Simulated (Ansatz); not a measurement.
SnGe:
```yaml
crystal:
  lattice:
    - [4.29969, 0.00000, 0.00000]
    - [0.00000, 4.32948, 0.00000]
    - [0.00000, 0.00000, 6.15742]
  atoms:
    - { symbol: Ge, position: [0.75000, 0.00000, 0.89093] }
    - { symbol: Ge, position: [0.25000, 0.00000, 0.10907] }
    - { symbol: Sn, position: [0.25000, 0.50000, 0.35692] }
    - { symbol: Sn, position: [0.75000, 0.50000, 0.64308] }
```

Relaxed with PBEsol. Special points in fractions of this cell's reciprocal vectors: Γ (0.000, 0.000, 0.000); X (0.500, 0.000, 0.000); S (0.500, 0.500, 0.000); Y (0.000, 0.500, 0.000); Z (0.000, 0.000, 0.500); U (0.500, 0.000, 0.500); R (0.500, 0.500, 0.500); T (0.000, 0.500, 0.500).

### Question
List the band energies nearest the Fermi level at these points for PBEsol with spin–orbit coupling (plane waves, PAW; program Ansatz).

### Answer
In eV from the Fermi level; about four levels below and three above (degenerate sets whole), none deeper than 8.9 eV; points with the same levels are listed once.

| k | below | above |
|---|---|---|
| Γ | -0.87 -0.87 -0.19 -0.19 | 0.26 0.26 0.48 0.48 |
| X | -1.24 -1.24 -1.24 -1.24 | 1.70 1.70 1.70 1.70 |
| S | -2.46 -2.46 -2.46 -2.46 | 0.67 0.67 0.67 0.67 |
| Y | -1.84 -1.84 -0.48 -0.48 | 0.81 0.81 2.75 2.75 |
| Z | -1.40 -1.40 -0.99 -0.99 | 0.79 0.79 0.98 0.98 |
| U | -0.05 -0.05 -0.05 -0.05 | 3.44 3.44 3.44 3.44 |
| R | -3.21 -3.21 -3.21 -3.21 | 3.50 3.50 3.50 3.50 |
| T | -0.63 -0.63 -0.26 -0.26 | 0.69 0.69 3.04 3.04 |

Space group Pmma. The start of the workflow was typed in or built on a structure type; neither database checked (COD, Materials Project) lists it. Whether it is the stable phase at ambient conditions was not checked. Symmetry was held in the PBEsol relaxation; whether a distortion lowers the energy is not shown.

Potentials: the later of the program's two PAW sets.
